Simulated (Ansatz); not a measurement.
A structure of SnS relaxed with PBEsol (plane waves to 420 eV, PAW, scalar-relativistic; Ansatz, a quantum-chemistry and plane-wave program); single points at other levels follow on the same geometry (Ansatz, PAW; HSE06 at 420 eV on a 6×6×6 k-mesh; no spin-orbit coupling). Space group Fm-3m (No. 225).

```
SnS
1.0
    0.00000     2.87200     2.87200
    2.87200     0.00000     2.87200
    2.87200     2.87200     0.00000
S Sn
1 1
Direct
  0.50000   0.50000   0.50000
  0.00000   0.00000   0.00000
```

```json
[
 {"level": "PBEsol", "gap (eV)": "0.13", "kind": "direct", "conduction minimum": "k = (0, 0.0714, -0.4286)"},
 {"level": "HSE06", "gap (eV)": "0.33", "kind": "–", "conduction minimum": "k = (0, 0.0714, -0.4286)"}
]
```

HSE06 gaps come from a coarse mesh plus a few chosen points, so they may be too large. No spin polarisation in the result.

It was reached from a disturbed copy of a F-43m (No. 216) cell (zinc blende type), against which it lies -0.33 eV/atom.

The first start was generated by placing the elements on the sites of a structure type. A measured structure of SnS has the same space group, Fm-3m (No. 225); the sites were not compared with it. Another known form has space group No. 62.
